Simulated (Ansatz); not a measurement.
**Diamond alloy of Si and C (4 of 64 Si sites exchanged), 64 atoms**

Ansatz, PAW, plane waves. PBEsol relaxation of volume and atoms (shape held) at the single k point (½, ½, ½); single points on the relaxed atoms at the Γ point alone, onto which points of the small cell's zone fold. Arrangement: random. No spin–orbit coupling unless named.

Relaxed structure:

```
Si C
1.0
    10.60445    0.00000    0.00000
     0.00000   10.60445    0.00000
     0.00000    0.00000   10.60445
Si C
60 4
Direct
  0.99279 0.00701 0.00124
  0.99303 0.00731 0.49884
  0.98979 0.49537 0.00356
  0.98888 0.49427 0.49770
  0.50533 0.99913 0.99330
  0.50589 0.99926 0.50690
  0.51338 0.49917 0.00165
  0.51330 0.49940 0.49911
  0.09831 0.14759 0.14273
  0.12250 0.12823 0.62447
  0.12311 0.62474 0.12106
  0.11972 0.62550 0.62144
  0.62464 0.12776 0.12074
  0.64435 0.10844 0.63990
  0.64758 0.60352 0.14283
  0.64379 0.60663 0.64275
  0.24215 0.24947 0.00820
  0.24377 0.25069 0.49254
  0.25138 0.75112 0.00002
  0.24937 0.75002 0.50009
  0.75567 0.25363 0.99720
  0.75480 0.25526 0.50295
  0.74871 0.74284 0.99532
  0.75205 0.74291 0.50530
  0.37720 0.37524 0.12255
  0.37891 0.37158 0.61752
  0.37894 0.87489 0.12435
  0.37762 0.87127 0.62667
  0.87558 0.37277 0.15192
  0.85720 0.39242 0.64324
  0.87425 0.87125 0.12213
  0.85819 0.89307 0.63708
  0.24319 0.00607 0.25056
  0.24941 0.00058 0.75057
  0.24380 0.49449 0.25006
  0.25235 0.49958 0.74987
  0.75492 0.00569 0.25010
  0.38038 0.12664 0.37798
  0.37357 0.12837 0.87877
  0.37511 0.62157 0.37796
  0.38314 0.62797 0.87888
  0.89016 0.14736 0.36139
  0.85732 0.10770 0.85923
  0.85947 0.60661 0.35986
  0.85741 0.60585 0.86004
  0.98796 0.24943 0.75033
  0.99423 0.74298 0.24997
  0.98862 0.75120 0.75069
  0.50593 0.25539 0.25030
  0.51038 0.24980 0.75033
  0.50722 0.74212 0.25059
  0.51310 0.74915 0.74979
  0.10264 0.35911 0.36006
  0.12045 0.37191 0.87735
  0.11842 0.87288 0.37763
  0.12163 0.87653 0.87886
  0.64455 0.38852 0.35965
  0.64493 0.39177 0.85969
  0.62774 0.87336 0.37857
  0.64285 0.89005 0.85864
  0.75063 0.99898 0.74932
  0.75874 0.49066 0.25164
  0.75053 0.49958 0.75111
  0.99056 0.25845 0.25177
```

Question: What are the mean bond lengths by pair (pairs within 1.2 times the sum of covalent radii, less contacts 15 % beyond the pair's median; cation–cation pairs of compounds aside; long ionic contacts are cut short by that bound)?

Answer: C–Si 1.993 ± 0.025 Å (standard deviation, 16 bonds); Si–Si 2.346 ± 0.031 Å (standard deviation, 112 bonds).

Question: What gap lies between the top filled and the lowest empty level in the single points?

Answer: HSE06 0.93 eV (20 s on NVIDIA GB300). An indirect band minimum needn't fold onto Γ of this cell; where it doesn't, these gaps are too wide.
